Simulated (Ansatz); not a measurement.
TePb:
```cif
data_PbTe
_chemical_formula_sum 'Te1 Pb1'
_space_group_name_H-M_alt 'P 1'
_space_group_IT_number 1
_cell_length_a 4.60167
_cell_length_b 4.60167
_cell_length_c 4.60167
_cell_angle_alpha 60.000
_cell_angle_beta 60.000
_cell_angle_gamma 60.000
loop_
_space_group_symop_operation_xyz
  'x, y, z'
loop_
_atom_site_label
_atom_site_type_symbol
_atom_site_fract_x
_atom_site_fract_y
_atom_site_fract_z
_atom_site_occupancy
Te1 Te 0.50000 0.50000 0.50000 1
Pb1 Pb 0.00000 0.00000 0.00000 1
```

Relaxed with r²SCAN+D4. Independent-particle spectrum: no excitons, no local fields, no scissors shift; 0.1 eV broadening; ε₁ of the summed bands alone.

Task: Tabulate the dielectric function from r²SCAN+D4 (plane waves, PAW; program Ansatz).

Result: 

| E (eV) | ε₁ xx | ε₂ xx |
|---|---|---|
| 0.0 | 22.48 | 0.00 |
| 0.3 | 22.86 | 0.00 |
| 0.6 | 24.09 | 0.00 |
| 0.9 | 26.62 | 0.00 |
| 1.2 | 31.92 | 0.47 |
| 1.5 | 43.08 | 5.33 |
| 1.8 | 55.59 | 25.13 |
| 2.1 | 40.25 | 71.42 |
| 2.4 | -17.10 | 59.67 |
| 2.7 | -23.05 | 32.24 |
| 3.0 | -19.48 | 18.16 |
| 3.3 | -15.27 | 11.31 |
| 3.6 | -11.90 | 7.52 |
| 3.9 | -9.26 | 5.24 |
| 4.2 | -7.16 | 3.80 |
| 4.5 | -5.45 | 2.88 |
| 4.8 | -4.11 | 2.30 |
| 5.1 | -2.83 | 1.84 |
| 5.4 | -1.57 | 1.68 |
| 5.7 | -0.25 | 2.09 |
| 6.0 | -0.04 | 2.58 |
| 6.3 | 0.87 | 3.14 |
| 6.6 | -0.34 | 4.66 |
| 6.9 | 0.84 | 4.58 |
| 7.2 | -1.20 | 5.32 |
| 7.5 | -2.13 | 4.32 |
| 7.8 | -2.49 | 3.51 |
| 8.1 | -2.29 | 2.65 |
| 8.4 | -1.93 | 2.14 |
| 8.7 | -1.59 | 1.88 |
| 9.0 | -1.28 | 1.78 |
| 9.3 | -1.09 | 1.69 |
| 9.6 | -0.87 | 1.69 |
| 9.9 | -0.73 | 1.87 |
| 10.2 | -1.28 | 1.94 |
| 10.5 | -1.22 | 1.50 |
| 10.8 | -1.12 | 1.29 |
| 11.1 | -1.01 | 1.12 |
| 11.4 | -0.90 | 1.01 |
| 11.7 | -0.81 | 0.90 |
| 12.0 | -0.71 | 0.78 |

Task: From ε at 1.3 eV (xx: 34.77 + 1.08i), find n, k, the normal reflectivity and the absorption coefficient.

Result: n = 5.90, k = 0.092, R = 50 %, α = 2kE/ħc = 12000 cm⁻¹.

With all bands, ε∞ without local fields is 22.6.

Space group Fm-3m (rock salt). The cell was relaxed with r²SCAN+D4 under the symmetry of its start. Scalar-relativistic: spin–orbit coupling is off unless named, which matters more the heavier the elements.

Potentials: the later of the program's two PAW sets.
